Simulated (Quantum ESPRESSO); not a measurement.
## Ag6GaMo in 5 site orders

These are calculations, not measurements. They come from Quantum ESPRESSO 7.5, a public plane-wave density functional program. Each row is one single-point run on a made-up periodic cell of eight metal atoms, with elements, volume, strain and displacements drawn at random and not relaxed, so a cell may be unstable or far from any real phase. There is no spin polarisation or spin-orbit coupling.

Settings: PBE unless stated; PseudoDojo standard norm-conserving files; Fermi-Dirac width 0.25 eV, which means electrons at about 2900 K; cutoff 1116 eV; 8 x 4 x 4 k mesh shifted half a step off Gamma. E is the free energy of the whole cell (internal energy minus TS), so a -TS column is already part of it. Stress is positive in tension, and the pressure P is minus a third of its trace.

Checks: one run of this series was repeated at a higher cutoff and on a denser mesh, which moved values by no more than 0.004 eV, 0.20 GPa and 0.012 eV/Å, and a second program with other atomic files agreed on it to 2 % rms in force and 0.5 GPa in pressure. Known limits: a spin test at this wide smearing found no moment, but such smearing suppresses magnetism that the real alloy may have.

The lattice is hexagonal close-packed, and the cell vectors in Å are (-2.963, 0.025, -0.049); (-0.124, 5.056, -4.848); (-0.036, -5.069, -4.861), a volume of 145.60 Å³. The runs move one Ga atom among sites that otherwise hold Ag, on the same eight displaced sites. E is counted from run 1, and the rms force is over all 24 components. Nothing is relaxed, so E mixes bonding between neighbours with strain on unrelaxed sites, and it is not an ordering energy.

| run | elements on sites 1 to 8 | E (eV) | -TS (eV) | rms force (eV/Å) | largest force (eV/Å) | P (GPa) |
|---|---|---|---|---|---|---|
| 1 | Ag Ga Ag Ag Ag Mo Ag Ag | 0.000 | -0.928 | 0.269 | 1.00 | -4.37 |
| 2 | Ag Ag Ga Ag Ag Mo Ag Ag | -0.161 | -0.882 | 0.219 | 0.51 | -4.54 |
| 3 | Ag Ag Ag Ga Ag Mo Ag Ag | 0.015 | -0.924 | 0.317 | 1.15 | ? |
| 4 | Ag Ag Ag Ag Ag Mo Ga Ag | 0.097 | -0.936 | 0.148 | 0.45 | -4.18 |
| 5 | Ag Ag Ag Ag Ag Mo Ag Ga | 0.198 | -0.919 | 0.189 | 0.55 | -4.05 |

## Worked fit

A straight line through the runs shown gives P = -4.33 + 1.40 E GPa with E in eV, an error of 0.12 on the slope and a scatter of 0.03 GPa. At this fixed volume the orders of higher energy tend to have the higher pressure.

## Withheld value

Question: what pressure should run 3 give?

The fit gives -4.31 ± 0.04 GPa. The calculation gave -4.23 GPa.
